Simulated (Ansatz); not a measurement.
Relaxed-ion elastic tensor of Al (fcc (Cu type), Fm-3m) in GPa (Voigt order), PBE in the plane-wave PAW code Ansatz; density 2.72 g/cm³, 16.49 Å³ per atom.

|  | 1 | 2 | 3 | 4 | 5 | 6 |
|---|---|---|---|---|---|---|
| 1 | 114 | 59.9 | 59.9 | 0.0 | 0.0 | 0.0 |
| 2 | 59.9 | 114 | 59.9 | 0.0 | 0.0 | 0.0 |
| 3 | 59.9 | 59.9 | 114 | 0.0 | 0.0 | 0.0 |
| 4 | 0.0 | 0.0 | 0.0 | 37.2 | 0.0 | 0.0 |
| 5 | 0.0 | 0.0 | 0.0 | 0.0 | 37.2 | 0.0 |
| 6 | 0.0 | 0.0 | 0.0 | 0.0 | 0.0 | 37.2 |

Problem. Is the crystal mechanically stable?

Solution. Yes: the smallest eigenvalue of C is 37.2 GPa.

Problem. Work out the Voigt, Reuss and Hill averages.

Solution. K_V = 78.0, K_R = 78.0, K_H = 78.0; G_V = 33.1, G_R = 32.3, G_H = 32.7 GPa.

Problem. Give Young's modulus, Poisson's ratio, Pugh's ratio and the universal anisotropy index.

Solution. E = 9KG/(3K + G) = 86.2 GPa; ν = 0.32; K/G = 2.38 (ductile by the Pugh limit of 1.75); A_U = 5G_V/G_R + K_V/K_R − 6 = 0.12.

Problem. Estimate the sound speeds and the Debye temperature.

Solution. v_l = √((K + 4G/3)/ρ) = 6690 m/s, v_t = √(G/ρ) = 3470 m/s, mean 3880 m/s; Θ = (h/k)(3n/4πV)^(1/3) v_m = 454 K.

Problem. Give the Zener ratio and Young's modulus along [100], [110] and [111].

Solution. A = 2C44/(C11 − C12) = 1.38; 1/E = S11 − 2(S11 − S12 − S44/2)Γ with Γ = 0, 1/4, 1/3 gives 72.7, 89.1, 96.3 GPa.

Problem. Solve the Christoffel equation for the three sound speeds along [100], [110], [111].

Solution. Eigenvalues of C_ijkl n_j n_l equal ρv². In km/s, slowest first: [100] 3.70, 3.70, 6.48; [110] 3.15, 3.70, 6.76; [111] 3.35, 3.35, 6.85.

Symmetry was held in the PBE relaxation. As this level gives no gap, shear constants depend on the k-mesh and smearing (Fermi–Dirac, 0.1 eV here).

Potentials: the later of the program's two PAW sets.
